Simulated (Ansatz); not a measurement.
Ga3Mo (Cu3Au type, space group No. 221) at seven volumes, plane-wave PAW PBEsol (Ansatz code), scaled uniformly. One row is withheld.

```
V (Å³/atom)  P (GPa)
-----------  -------
13.602         15.84
14.051             ?
14.499          4.41
14.948          0.00
15.396         -3.79
15.844         -6.98
16.293         -9.61
```

Problem. Fit the shown pressures and predict the withheld one.

Solution. Third-order Birch–Murnaghan: P = (3/2)B₀(x^(7/2) − x^(5/2))[1 + (3/4)(B′ − 4)(x − 1)] with x = (V₀/V)^(2/3). Least squares on the six rows gives V₀ = 14.945 Å³/atom, B₀ = 135.7 GPa, B′ = 4.55. At V = 14.051, x = 1.0420 and P = 9.63 GPa. The run itself gave 9.59 GPa.

Space group Pm-3m (Cu3Au type). The cell is a constructed one: a structure type filled with these elements; neither database checked (COD, Materials Project) lists it. Its standing as an ambient phase is unchecked. Symmetry was held in the PBEsol relaxation. At this level the phase is mechanically unstable. No spin polarisation was allowed.

Potentials: the earlier of the program's two PAW sets. The files were generated under PBE; for other functionals the program regenerates the frozen cores, and for LDA and PBEsol the local potential too.
